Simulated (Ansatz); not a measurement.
# BN: energy along a strain

BN, P6_3mc, a = 2.554 Å, c = 4.227 Å (as given, not relaxed at this level: 0.0 GPa, forces to 0.02 eV/Å). This isn't the usual stable structure of the compound. Ansatz: PBE, PAW, 420 eV, Γ-centred 12×12×6 mesh on 4 atoms, Gaussian smearing 0.05 eV; no spin polarisation. Cell vectors (Å): 2.554 0.000 0.000; -1.277 2.212 0.000; 0.000 0.000 4.227. The cell is strained by x per cent times the pattern (1 1 0 0 0 0) in the order xx yy zz yz xz xy (engineering shears), with fractional coordinates held. y is the free energy over the start, V0 = 5.969 Å³/atom.

```
x (%) y (meV/atom)
-2.00         16.84
-1.50          9.41
-1.00          4.20
-0.50          1.08
 0.00          0.00
 0.50             ?
 1.00          3.69
 1.50          8.26
 1.75         11.21
 2.00         14.59
```

Task: Fit y = c1 x + c2 x² + c3 x³ to the other rows, get the stiffness along the pattern, and predict the missing energy.

Result: Least squares on the rows shown. y = −0.15515 x + 3.9288 x² − 0.10190 x³. The clamped-ion stiffness p·C·p = 2 × 39.29 eV × 160.2 / 5.969 Å³ = 2109 GPa; c1 is there for the stress left in the start, which by itself gives a slope of -0.15 meV/atom per %. At x = 0.50 the fit asked for gives 0.89 meV/atom. The run gave 0.89 meV/atom, the same to the digits shown.